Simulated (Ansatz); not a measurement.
As (hcp): energy against volume

The calculation used Ansatz, DFT, PBEsol, plane waves (420 eV) with PAW, scalar-relativistic. (PAW data from PBE, frozen cores regenerated.)

The cell is scaled uniformly from the relaxed one, with fractional coordinates and shape fixed. Energies are extrapolated to zero smearing, pressures are those at the given smearing. Magnetic state: spin not included.

A Birch-Murnaghan fit gives V₀ = 18.39 Å³/atom, B₀ = 90 GPa, B₀′ = 4.3.

Task: What are the energy above the minimum and the pressure at 16.176 Å³/atom?

Result: 93.6 meV/atom and 15.30 GPa as computed.

Task: What are the energy above the minimum and the pressure at 16.911 Å³/atom?

Result: 38.5 meV/atom and 9.09 GPa as computed.

Task: What are the energy above the minimum and the pressure at 19.852 Å³/atom?

Result: 28.7 meV/atom and -5.80 GPa as computed.
